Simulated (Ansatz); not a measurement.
With plane-wave PAW PBE (Ansatz code), FeCo in the CsCl type structure (Pm-3m) relaxes to a = 2.845 Å. Its formation energy from the elements is -0.067 eV/atom, with no fitted shifts.

Electronic character: metallic (no gap). The magnetic state found is ferromagnetic. The net moment is 2.27 μB per atom.

The bulk modulus is 193 GPa. The relaxed-ion elastic constants in GPa are C11 = 265, C12 = 155, C44 = 133. The elastic constants imply a Debye temperature near 494 K. Bader charges are Co -0.20, Fe +0.20 e.

The cell was relaxed with PBE under the symmetry of its start. Spin order of the final state: ferromagnetic, chosen from 5 collinear starts compared on coarse meshes (ties went to the first, and starts can fall back to one state), not a proven ground state. Textbook magnetic order: ferromagnetic. As this level gives no gap, shear constants depend on the k-mesh and smearing (Fermi–Dirac, 0.1 eV here). The references are the lowest solids computed at this level, not always the standard phases.

Potentials: the later of the program's two PAW sets.
